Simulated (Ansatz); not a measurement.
MgO:
```xyz
4
Lattice="2.9210 0.0000 0.0000 -1.4605 2.5297 0.0000 0.0000 0.0000 5.0892" Properties=species:S:1:pos:R:3 pbc="T T T"
Mg     0.0000     0.0000     0.0000
Mg     0.0000     0.0000     2.5446
O      0.0000     1.6864     1.2723
O      1.4605     0.8432     3.8169
```

Relaxed with HSE06.

Q: Give the Bader charges and basin volumes of the independent atoms, HSE06 (plane waves, PAW; program Ansatz).

A: 

```csv
atom,Bader charge (e),Bader volume (Å³)
Mg1,+1.73,4.5
O3,-1.73,14.3
```

Space group P6_3/mmc (NiAs type). A made-up cell: these elements were put on the sites of a structure type; the Crystallography Open Database copy checked does not list it. It is not the phase usual at ambient conditions (space group No. 225). The HSE06 relaxation kept the symmetry of its start; its stability against distortions is not shown here.

Potentials: the later of the program's two PAW sets.
